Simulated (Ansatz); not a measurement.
All numbers below come from DFT PBE, scalar-relativistic, plane waves, PAW (Ansatz). All cells share a 420 eV cutoff and Γ-centred k meshes spaced about 0.3 Å⁻¹ or finer (0.25 for metals, 2π included). No spin polarisation in the final relaxations.

All energies are static (0 K, no zero-point motion). All come from trial cells, and lower structures may exist.

Question: Order these relaxed structures of P4C by energy, lowest first, with the energy over the lowest of them.
1.

```xyz
5
Lattice="-2.6908 2.6908 2.9319 2.6908 -2.6908 2.9319 2.6908 2.6908 -2.9319" Properties=species:S:1:pos:R:3 pbc="T T T"
P     1.5650    3.0716   -1.4008
P     1.1259   -0.3807    1.5312
P     2.3101    1.5650    1.4008
P     0.3807    1.1259    4.3327
C     0.0000    0.0000    0.0000
```

2.

```xyz
10
Lattice="13.0874 -1.5583 0.0000 13.0874 1.5583 0.0000 -0.7589 0.0000 5.4910" Properties=species:S:1:pos:R:3 pbc="T T T"
P     0.6232    0.0000    4.4070
P    24.7927    0.0000    1.0841
P     3.1814    0.0000    0.2963
P    16.5814    0.0000    4.6161
P    19.0826    0.0000    0.5740
P    22.2345    0.0000    5.1947
P     8.8345    0.0000    0.8749
P     6.3333    0.0000    4.9171
C    12.5241    0.0000    0.3770
C    12.8918    0.0000    5.1140
```

3.

```xyz
5
Lattice="-2.4967 2.5273 3.3320 2.4967 -2.5273 3.3320 2.4967 2.5273 -3.3320" Properties=species:S:1:pos:R:3 pbc="T T T"
P     0.0000    0.0000    4.9936
P     0.0000    0.0000    1.6704
P     2.4967    0.0000    1.1144
P     0.0000    2.5273    2.2176
C     0.0000    0.0000    0.0000
```

Answer: 2 (0 meV/atom), 1 (402 meV/atom), 3 (464 meV/atom). Forms: 2 C2/m; 1 I-4; 3 Immm. Counting P atoms around C (those within 1.25 times the shortest such distance or 1.15 times the sum of covalent radii, 1.27 where that leaves under three): cell 2 has C 2; cell 1 has C 4; cell 3 has C 2. Cell 2 holds P–P chains (shortest 2.22 Å) and C–C pairs (shortest 1.36 Å); cell 1 holds P–P nets (shortest 2.28 Å); cell 3 holds P–P pairs (shortest 2.23 Å). Even the lowest lies +0.22 eV/atom against the elements.

No dispersion correction is applied, so the spacing and binding between layers, chains or molecules are poorly described (C2/m), and this can change margins and order among such cells. With atoms moved at random, C2/m came back. Without a clear test, and held by symmetry: I-4 and Immm. Some structure types and database cells were kept out of the candidates from the start, so a known form may be missing.
